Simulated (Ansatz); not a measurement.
Input for Ansatz (plane-wave DFT, PAW):

```yaml
crystal:
  lattice:
    - [3.729352, 2.268755, 0.141731]
    - [-0.032432, 4.876928, 4.381353]
    - [4.266769, -2.896025, 4.864184]
  atoms:
    - { symbol: Li, position: [0.5319669756, 0.4696364344, 0.7701169492] }
    - { symbol: Mg, position: [0.0541409918, 0.2582424767, 0.99042726] }
    - { symbol: Si, position: [0.1329721688, 0.5723275003, 0.5065136986] }
    - { symbol: Si, position: [0.9916325448, 0.0139092639, 0.6977591506] }
    - { symbol: Si, position: [0.4705828032, 0.6217847052, 0.1424217452] }
    - { symbol: Cu, position: [0.0346081826, 0.9539087221, 0.3267614776] }
    - { symbol: Cu, position: [0.5482867038, 0.7779359669, 0.4625708706] }
    - { symbol: Cu, position: [0.9251230284, 0.7965128544, 0.0438489271] }
    - { symbol: Cu, position: [0.4096080997, 0.1890311099, 0.6121072588] }
    - { symbol: Zn, position: [0.4815457965, 0.1677735147, 0.2339521686] }
    - { symbol: Zn, position: [0.8330625485, 0.3629302604, 0.38957627] }
    - { symbol: Zn, position: [0.562345008, 0.8300572084, 0.8181885859] }
basis:
  ecutwfc: 420
kpoints:
  mp_grid: { grid: [7, 5, 6] }
hamiltonian:
  xc: pbe
scf:
  occupations: { method: gaussian, width: 0.1 }
  n_extra_bands: 8
output:
  forces: true
  stress: true
  eigenvalues: true
  populations: true
  dos:
    method: { smearing: { sigma: 0.1, scheme: gaussian } }
    projected: true
    de: 0.02
  write_density: true
  write_potential: true
  elf: true
  volumetric_format: npy
```

Run as
```bash
ansatz run input.yaml --threads 4 --pin off --max-ram 9216MiB --backend cpu --events-out ev --progress --plain --runs-dir out
```

The calculation used Ansatz 0.2.0, DFT PBE, scalar-relativistic, plane waves, PAW.

From the run's log, abridged (iterations and final results):

```
SCF iter   1: F=—  HF=-40493.385182 eV  |F-HF|=—  |Δ(HF+E_count)|=         —  Δρ=2.47e-3  dr2=2.01e-2  ethr=1.77e-3  ⟨swp⟩=5.5  Hψ=29767  notcnv=0
SCF iter   2: F=—  HF=-40493.384747 eV  |F-HF|=—  |Δ(HF+E_count)|=   4.35e-4  Δρ=1.44e-3  dr2=8.51e-3  ethr=1.47e-5  ⟨swp⟩=2.0  Hψ=11693  notcnv=0
SCF iter   3: F=—  HF=-40493.383904 eV  |F-HF|=—  |Δ(HF+E_count)|=   8.44e-4  Δρ=1.31e-3  dr2=3.28e-3  ethr=6.21e-6  ⟨swp⟩=2.0  Hψ=12732  notcnv=0
SCF iter   4: F=—  HF=-40493.383040 eV  |F-HF|=—  |Δ(HF+E_count)|=   8.64e-4  Δρ=2.28e-4  dr2=1.68e-4  ethr=2.39e-6  ⟨swp⟩=2.0  Hψ=12667  notcnv=0
SCF iter   5: F=—  HF=-40493.383020 eV  |F-HF|=—  |Δ(HF+E_count)|=   1.99e-5  Δρ=1.25e-4  dr2=3.95e-5  ethr=1.22e-7  ⟨swp⟩=2.0  Hψ=13160  notcnv=0
SCF iter   6: F=—  HF=-40493.383008 eV  |F-HF|=—  |Δ(HF+E_count)|=   1.24e-5  Δρ=1.09e-4  dr2=1.65e-5  ethr=2.88e-8  ⟨swp⟩=2.0  Hψ=13711  notcnv=0
SCF iter   7: F=—  HF=-40493.383003 eV  |F-HF|=—  |Δ(HF+E_count)|=   4.91e-6  Δρ=2.91e-5  dr2=2.62e-6  ethr=1.20e-8  ⟨swp⟩=2.0  Hψ=12681  notcnv=0
SCF iter   8: F=—  HF=-40493.383003 eV  |F-HF|=—  |Δ(HF+E_count)|=   4.01e-7  Δρ=1.06e-5  dr2=3.18e-7  ethr=1.92e-9  ⟨swp⟩=2.0  Hψ=11763  notcnv=0
SCF iter   9: F=-40493.383002 eV  HF=-40493.383003 eV  |F-HF|=1.45e-7  |Δ(HF+E_count)|=   3.39e-8  Δρ=7.84e-6  dr2=8.84e-8  ethr=7.30e-11  ⟨swp⟩=13.0  Hψ=64046  notcnv=0
SCF 1 converged in 9 iterations: F = -40493.383002 eV  dr2 = 8.84e-8
SCF converged after 9 iterations
Free energy (F): -40493.383002 eV
Harris-Foulkes:  -40493.383003 eV  (|F-HF|=1.45e-7)
Internal energy: -40493.369537 eV  (E = F + TS)
E sigma→0 (E₀):  -40493.376270 eV
Entropy (-TS):   -0.013465 eV (-1.122 meV/atom)
Fermi energy:    10.988185 eV
--- Per-component energies (eV) ---
  E_band       = -2086.169113
  E_kinetic    = 1811.188103
  E_local      = -29705.728668  (includes V_loc(G=0)·N_el)
  E_nonlocal   = 3525.038802
  E_hartree    = 13060.283229
  E_xc         = -978.458624
  E_vxc        = -814.097195  (∫ρ·V_xc dr)
  E_paw        = -13972.857022  (= ΣΔE_a)
  E_vpaw       = -3023.155932  (= ΣTr[D̂ρ^β])
  E_aug_tail   = 0.000031  (compensation charges beyond the density's cutoff)
  E_ewald      = -14232.835387
  E_smearing   = -0.013465  (= −TS)
--- Forces (eV/Å), atoms counted from 1 ---
  atom   1  Li    -0.01674612    -0.05315640     0.04358584
  atom   2  Mg     0.03554074    -0.06698687    -0.04504250
  atom   3  Si    -0.09667862    -0.09444039     0.02931808
  atom   4  Si     0.00294009    -0.00161061     0.12490307
  atom   5  Si    -0.01241116     0.09331759    -0.03270002
  atom   6  Cu    -0.00695286     0.00068614     0.03871177
  atom   7  Cu    -0.00714468     0.01169016    -0.03807104
  atom   8  Cu     0.02999995     0.08518497     0.07878105
  atom   9  Cu     0.07453981     0.03189217    -0.02115213
  atom  10  Zn    -0.03674241     0.00055123    -0.05250805
  atom  11  Zn     0.01901623     0.01550136    -0.09110850
  atom  12  Zn     0.01466280    -0.02263636    -0.03470530
--- Stress (GPa, compression-positive) ---
        0.079105      -0.209281       0.091688
       -0.209281      -0.024006       0.239611
        0.091688       0.239611       0.476990
  P = ⅓ Tr σ = 0.1774 GPa (1.774 kbar)
--- Band table (eV; the first three rows and the last of 106) ---
  k-point 0: bands = ["-102.5374", "-102.3726", "-102.2856", "-101.9601", "-65.0776", "-59.9629", "-59.8905", "-59.8523", "-59.8103", "-59.7361", "-59.7238", "-59.6809", "-59.6421", "-59.5968", "-59.3963", "-59.3249", "-59.2734", "-35.4044", "-31.8452", "-31.8419", "-31.8101", "-0.3907", "1.7881", "2.4619", "3.0424", "3.1255", "3.1301", "3.1475", "3.2362", "3.2478", "3.2996", "3.3180", "3.3834", "3.5332", "3.6349", "3.6844", "3.7289", "3.7486", "3.8028", "4.2732", "5.3158", "5.8804", "6.3240", "6.3941", "6.5582", "6.8458", "6.9252", "6.9798", "7.1066", "7.2402", "7.2557", "7.3356", "7.4316", "7.4989", "7.6427", "7.7351", "7.8183", "7.8608", "7.9705", "8.0447", "8.1089", "8.2100", "8.6565", " ...
  k-point 1: bands = ["-102.5374", "-102.3726", "-102.2856", "-101.9601", "-65.0776", "-59.9629", "-59.8905", "-59.8523", "-59.8103", "-59.7361", "-59.7238", "-59.6809", "-59.6421", "-59.5968", "-59.3963", "-59.3249", "-59.2734", "-35.4044", "-31.8452", "-31.8419", "-31.8101", "-0.3308", "1.5458", "2.5528", "3.0462", "3.1219", "3.1309", "3.1474", "3.2011", "3.2621", "3.3011", "3.3139", "3.3741", "3.5194", "3.6547", "3.7034", "3.7278", "3.7458", "3.8847", "4.3731", "5.3451", "5.7854", "6.2983", "6.3986", "6.5656", "6.7934", "6.9151", "7.0325", "7.1278", "7.1832", "7.2663", "7.3278", "7.4241", "7.5116", "7.6427", "7.7104", "7.8232", "7.8835", "7.9744", "8.0359", "8.1141", "8.2343", "8.4708", " ...
  k-point 2: bands = ["-102.5374", "-102.3726", "-102.2856", "-101.9601", "-65.0776", "-59.9629", "-59.8905", "-59.8523", "-59.8103", "-59.7361", "-59.7238", "-59.6809", "-59.6421", "-59.5968", "-59.3963", "-59.3249", "-59.2734", "-35.4044", "-31.8452", "-31.8419", "-31.8101", "-0.1800", "1.1410", "2.6449", "3.0516", "3.1091", "3.1246", "3.1473", "3.1991", "3.2499", "3.3050", "3.3127", "3.3645", "3.5430", "3.6557", "3.7152", "3.7254", "3.7442", "4.0143", "4.5777", "5.2363", "5.7614", "6.2546", "6.4067", "6.5474", "6.7599", "6.9130", "7.0668", "7.0874", "7.1851", "7.2782", "7.3532", "7.4339", "7.5131", "7.6403", "7.7087", "7.7852", "7.8988", "7.9555", "8.0333", "8.1184", "8.2739", "8.4302", " ...
  k-point 105: bands = ["-102.5374", "-102.3725", "-102.2856", "-101.9601", "-65.0776", "-59.9629", "-59.8906", "-59.8523", "-59.8102", "-59.7366", "-59.7223", "-59.6824", "-59.6418", "-59.5967", "-59.3963", "-59.3249", "-59.2734", "-35.4043", "-31.8453", "-31.8420", "-31.8101", "0.9879", "1.8290", "2.4425", "3.0276", "3.0868", "3.1630", "3.2275", "3.2454", "3.2528", "3.2894", "3.3451", "3.3886", "3.4804", "3.6301", "3.6982", "3.7190", "3.7736", "3.8611", "4.1154", "4.8011", "4.9858", "6.0080", "6.2596", "6.6455", "6.7470", "6.8604", "6.9002", "6.9585", "7.1457", "7.1921", "7.2808", "7.4192", "7.4868", "7.5311", "7.5995", "7.6867", "7.7375", "7.8215", "7.9803", "8.0365", "8.1560", "8.2624",  ...
--- Löwdin populations: 12 sites ---
  site symbol q [e]
     0     Li      2.5603
     1     Mg      8.9618
     2     Si      4.9915
     3     Si      5.2197
     4     Si      5.2246
     5     Cu     18.7390
     6     Cu     18.5901
     7     Cu     18.6319
     8     Cu     18.6475
     9     Zn     11.2746
    10     Zn     11.0640
    11     Zn     10.9016
  spilling = 0.016011 (of n_electrons = 137.000000)
```

The calculation finished and met its thresholds.

The run took 88 s on 4 threads of Arm Neoverse V1, with other jobs on the host, peak memory 1.3 GiB.